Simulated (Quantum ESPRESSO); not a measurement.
## NbGa4V3 (finding a planted mistake in a log)

A calculation, not a measurement. The program is pw.x of Quantum ESPRESSO 7.5 (plane-wave density functional theory). The cell is made up: eight metal atoms on a face-centred cubic lattice, with elements, volume, strain and displacements drawn at random and not relaxed, so it may be unstable or far from any real phase. PseudoDojo standard norm-conserving files set the functional (PBE unless stated); there is no spin polarisation or spin-orbit coupling, the Fermi-Dirac width of 0.25 eV means electrons at about 2900 K, and the masses in the input are unused placeholders. A spin test at this wide smearing found no moment, but such smearing suppresses magnetism that the real alloy may have.

Intended input:

```
&control calculation='scf', pseudo_dir='./dojo.nc.sr.pbe.v0_5.standard.upf', outdir='./o', disk_io='minimal', tprnfor=.true., tstress=.true. /
&system ibrav=0, nat=8, ntyp=3, nbnd=65, ecutwfc=84.00895049, nosym=.true., tot_charge=0,
 occupations='smearing', smearing='fd', degauss=0.0183746611
/
&electrons conv_thr=1.470e-08, electron_maxstep=70, mixing_beta=0.5 /
ATOMIC_SPECIES
Ga 1.0 Ga.upf
Nb 1.0 Nb.upf
V 1.0 V.upf
CELL_PARAMETERS angstrom
0.0 -1.9614 -1.9614
0.0 3.9228 -3.9228
7.8457 0.0 0.0
ATOMIC_POSITIONS angstrom
Nb -0.1968 0.0648 0.0568
Ga 4.0594 -0.2143 0.0485
Ga 0.0156 1.9646 -2.0295
Ga 3.7662 1.7701 -1.8173
V 1.9354 0.1234 -1.962
V 5.9482 -0.1614 -1.963
V 1.9745 2.0305 -3.9321
Ga 5.8125 1.906 -3.7957
K_POINTS automatic
8 4 3 1 1 1
```

The log is shortened where brackets say so; the opening notice, blank lines, dates and the lines on written files are dropped, and the path of the files is cut. It prints rydbergs, bohrs and kilobars, and counts compression as positive stress. Its total energy is the free energy E - TS of the whole cell.

Log of the intended run:

```
     Program PWSCF v.7.5
     Parallel version (MPI & OpenMP), running on       4 processor cores
     Number of MPI processes:                 4
     Threads/MPI process:                     1
     [start-up lines left out]
     bravais-lattice index     =            0
     lattice parameter (alat)  =       5.2418  a.u.
     unit-cell volume          =     814.7430 (a.u.)^3
     number of atoms/cell      =            8
     number of atomic types    =            3
     number of electrons       =       104.00
     number of Kohn-Sham states=           65
     kinetic-energy cutoff     =      84.0090  Ry
     charge density cutoff     =     336.0358  Ry
     scf convergence threshold =      1.5E-08
     mixing beta               =       0.5000
     number of iterations used =            8  plain     mixing
     Exchange-correlation= PBE
                           (   1   4   3   4   0   0   0)
     [axes and pseudopotential details left out]
   Cartesian axes
     site n.     atom                  positions (alat units)
         1        Nb     tau(   1) = (  -0.0709486   0.0233611   0.0204770  )
         2        Ga     tau(   2) = (   1.4634594  -0.0772576   0.0174848  )
         3        Ga     tau(   3) = (   0.0056240   0.7082604  -0.7316576  )
         4        Ga     tau(   4) = (   1.3577575   0.6381410  -0.6551571  )
         5        V      tau(   5) = (   0.6977335   0.0444871  -0.7073231  )
         6        V      tau(   6) = (   2.1443931  -0.0581865  -0.7076836  )
         7        V      tau(   7) = (   0.7118295   0.7320181  -1.4175663  )
         8        Ga     tau(   8) = (   2.0954717   0.6871345  -1.3683926  )
     number of k points=    48  Fermi-Dirac smearing, width (Ry)=  0.0184
                       cart. coord. in units 2pi/alat
        k(    1) = (   0.0589248   0.0000000  -0.0883883), wk =   0.0416667
        k(    2) = (  -0.1767744   0.0000000  -0.0883883), wk =   0.0416667
     [further k points left out]
     Dense  grid:    84677 G-vectors     FFT dimensions: (  32,  64,  90)
     Estimated max dynamical RAM per process >     260.27 MB
     Estimated total dynamical RAM >     979.05 MB
     Initial potential from superposition of free atoms
     starting charge     103.9839, renormalised to     104.0000
     Starting wfcs are   76 randomized atomic wfcs
     total cpu time spent up to now is        4.4 secs
     per-process dynamical memory:   199.8 Mb
     Self-consistent Calculation
     iteration #  1     ecut=    84.01 Ry     beta= 0.50
     Davidson diagonalization with overlap
     ethr =  1.00E-02,  avg # of iterations =  2.1
     total cpu time spent up to now is       13.9 secs
     total energy              =   -1178.59713319 Ry
     estimated scf accuracy    <       1.14916498 Ry
     iteration #  2     ecut=    84.01 Ry     beta= 0.50
     Davidson diagonalization with overlap
     ethr =  1.10E-03,  avg # of iterations =  5.9
     total cpu time spent up to now is       25.3 secs
     total energy              =   -1178.21254609 Ry
     estimated scf accuracy    <      11.94747406 Ry
     [iterations 3 to 15 left out]
     iteration # 16     ecut=    84.01 Ry     beta= 0.50
     Davidson diagonalization with overlap
     ethr =  4.22E-11,  avg # of iterations =  2.2
     total cpu time spent up to now is      157.1 secs
     total energy              =   -1179.20855121 Ry
     estimated scf accuracy    <       0.00000002 Ry
     iteration # 17     ecut=    84.01 Ry     beta= 0.50
     Davidson diagonalization with overlap
     ethr =  2.03E-11,  avg # of iterations =  2.0
     total cpu time spent up to now is      164.8 secs
     End of self-consistent calculation
     [lines on levels left out]
!    total energy              =   -1179.20855121 Ry
     estimated scf accuracy    <          5.1E-09 Ry
     smearing contrib. (-TS)   =      -0.11368488 Ry
     internal energy E=F+TS    =   -1179.09486633 Ry
     The total energy is F=E-TS. E is the sum of the following terms:
     one-electron contribution =    -333.19795662 Ry
     hartree contribution      =     249.48471514 Ry
     xc contribution           =    -262.68647189 Ry
     ewald contribution        =    -832.69515295 Ry
     convergence has been achieved in  17 iterations
     Forces acting on atoms (cartesian axes, Ry/au):
     atom    1 type  2   force =     0.06854008   -0.00282584   -0.01067298
     atom    2 type  1   force =    -0.05191372    0.03679472   -0.01594378
     atom    3 type  1   force =     0.01470621   -0.01295070    0.02138941
     atom    4 type  1   force =     0.03873611    0.02335520   -0.01037308
     atom    5 type  3   force =    -0.01885727   -0.04135903    0.01496135
     atom    6 type  3   force =    -0.05612729    0.03233214   -0.01902764
     atom    7 type  3   force =    -0.00616354   -0.00665687    0.00066791
     atom    8 type  1   force =     0.01107942   -0.02868960    0.01899882
     Total force =     0.142671     Total SCF correction =     0.000264
     Computing stress (Cartesian axis) and pressure
          total   stress  (Ry/bohr**3)                   (kbar)     P=       52.64
   0.00041509   0.00000670   0.00009059           61.06        0.99       13.33
   0.00000670   0.00038464   0.00017821            0.99       56.58       26.22
   0.00009059   0.00017821   0.00027383           13.33       26.22       40.28
     init_run     :      4.17s CPU      4.34s WALL (       1 calls)
     electrons    :    159.93s CPU    160.37s WALL (       1 calls)
     forces       :      1.19s CPU      1.20s WALL (       1 calls)
     stress       :      3.87s CPU      3.88s WALL (       1 calls)
     [timing details left out]
     PWSCF        :   2m49.25s CPU   2m49.89s WALL
     JOB DONE.
```

A second run was made from an input with one planted mistake. Its log:

```
     Program PWSCF v.7.5
     Parallel version (MPI & OpenMP), running on       4 processor cores
     Number of MPI processes:                 4
     Threads/MPI process:                     1
     [start-up lines left out]
     bravais-lattice index     =            0
     lattice parameter (alat)  =       5.2418  a.u.
     unit-cell volume          =     814.7430 (a.u.)^3
     number of atoms/cell      =            8
     number of atomic types    =            3
     number of electrons       =       104.00
     number of Kohn-Sham states=           65
     kinetic-energy cutoff     =      84.0090  Ry
     charge density cutoff     =     336.0358  Ry
     scf convergence threshold =      1.5E-08
     mixing beta               =       0.5000
     number of iterations used =            8  plain     mixing
     Exchange-correlation= PBE
                           (   1   4   3   4   0   0   0)
     [axes and pseudopotential details left out]
   Cartesian axes
     site n.     atom                  positions (alat units)
         1        Nb     tau(   1) = (  -0.0709486   0.0233611   0.0204770  )
         2        Ga     tau(   2) = (   1.4634594  -0.0772576   0.0174848  )
         3        Ga     tau(   3) = (   0.0056240   0.7082604  -0.7316576  )
         4        Ga     tau(   4) = (   1.3577575   0.6381410  -0.6551571  )
         5        V      tau(   5) = (   0.6977335   0.0444871  -0.7073231  )
         6        V      tau(   6) = (   2.1443931  -0.0581865  -0.7076836  )
         7        V      tau(   7) = (   0.7118295   0.6923619  -1.4175663  )
         8        Ga     tau(   8) = (   2.0954717   0.6871345  -1.3683926  )
     number of k points=    48  Fermi-Dirac smearing, width (Ry)=  0.0184
                       cart. coord. in units 2pi/alat
        k(    1) = (   0.0589248   0.0000000  -0.0883883), wk =   0.0416667
        k(    2) = (  -0.1767744   0.0000000  -0.0883883), wk =   0.0416667
     [further k points left out]
     Dense  grid:    84677 G-vectors     FFT dimensions: (  32,  64,  90)
     Estimated max dynamical RAM per process >     260.27 MB
     Estimated total dynamical RAM >     979.05 MB
     Initial potential from superposition of free atoms
     starting charge     103.9839, renormalised to     104.0000
     Starting wfcs are   76 randomized atomic wfcs
     total cpu time spent up to now is        4.4 secs
     per-process dynamical memory:   199.8 Mb
     Self-consistent Calculation
     iteration #  1     ecut=    84.01 Ry     beta= 0.50
     Davidson diagonalization with overlap
     ethr =  1.00E-02,  avg # of iterations =  2.1
     total cpu time spent up to now is       13.6 secs
     total energy              =   -1178.57610669 Ry
     estimated scf accuracy    <       1.18423247 Ry
     iteration #  2     ecut=    84.01 Ry     beta= 0.50
     Davidson diagonalization with overlap
     ethr =  1.14E-03,  avg # of iterations =  6.1
     total cpu time spent up to now is       24.6 secs
     total energy              =   -1178.12878656 Ry
     estimated scf accuracy    <      12.90006699 Ry
     [iterations 3 to 14 left out]
     iteration # 15     ecut=    84.01 Ry     beta= 0.50
     Davidson diagonalization with overlap
     ethr =  1.13E-10,  avg # of iterations =  2.1
     total cpu time spent up to now is      133.5 secs
     total energy              =   -1179.20873363 Ry
     estimated scf accuracy    <       0.00000028 Ry
     iteration # 16     ecut=    84.01 Ry     beta= 0.50
     Davidson diagonalization with overlap
     ethr =  1.13E-10,  avg # of iterations =  1.0
     total cpu time spent up to now is      140.3 secs
     End of self-consistent calculation
     [lines on levels left out]
!    total energy              =   -1179.20873364 Ry
     estimated scf accuracy    <          9.1E-09 Ry
     smearing contrib. (-TS)   =      -0.11354841 Ry
     internal energy E=F+TS    =   -1179.09518523 Ry
     The total energy is F=E-TS. E is the sum of the following terms:
     one-electron contribution =    -334.46870651 Ry
     hartree contribution      =     250.11460452 Ry
     xc contribution           =    -262.68955029 Ry
     ewald contribution        =    -832.05153294 Ry
     convergence has been achieved in  16 iterations
     Forces acting on atoms (cartesian axes, Ry/au):
     atom    1 type  2   force =     0.07109856   -0.00537081   -0.00913285
     atom    2 type  1   force =    -0.05694531    0.03270204   -0.01586379
     atom    3 type  1   force =     0.01211876   -0.01549415    0.02161948
     atom    4 type  1   force =     0.04168505    0.01989630   -0.00984749
     atom    5 type  3   force =    -0.01977944   -0.04185489    0.01883540
     atom    6 type  3   force =    -0.05711790    0.03360951   -0.01807957
     atom    7 type  3   force =    -0.00215580    0.00509012   -0.00616365
     atom    8 type  1   force =     0.01109608   -0.02857813    0.01863247
     Total force =     0.146247     Total SCF correction =     0.000576
     Computing stress (Cartesian axis) and pressure
          total   stress  (Ry/bohr**3)                   (kbar)     P=       52.66
   0.00041278  -0.00001183   0.00008661           60.72       -1.74       12.74
  -0.00001183   0.00038244   0.00016951           -1.74       56.26       24.94
   0.00008661   0.00016951   0.00027863           12.74       24.94       40.99
     init_run     :      4.11s CPU      4.27s WALL (       1 calls)
     electrons    :    135.50s CPU    135.94s WALL (       1 calls)
     forces       :      1.16s CPU      1.17s WALL (       1 calls)
     stress       :      3.79s CPU      3.80s WALL (       1 calls)
     [timing details left out]
     PWSCF        :   2m24.71s CPU   2m25.33s WALL
     JOB DONE.
```

Question: the log repeats what the program read. Compare it with the intended run: what was wrong in the second input?

Answer: one coordinate of one atom is wrong. The input lines that differ:

```
- V 1.9745 2.0305 -3.9321
+ V 1.9745 1.9205 -3.9321
```

|  | intended run | run with the mistake |
| --- | --- | --- |
| free energy (eV) | -16043.950 | -16043.952 |
| entropy term -TS, part of it (eV) | -1.547 | -1.545 |
| pressure (GPa) | 5.26 | 5.27 |
| size of the largest force component (eV/Å) | 1.762 | 1.828 |
| largest change of a force component (eV/Å) |  | 0.302 |
| iterations | 17 | 16 |

For scale, a rerun of the intended cell at a higher cutoff and on a denser mesh moved values by no more than 0.002 eV in energy, 0.02 GPa in stress and 0.008 eV/Å in force, and a second program with other atomic files agreed on that cell to 2 % rms in force and 0.5 GPa in pressure.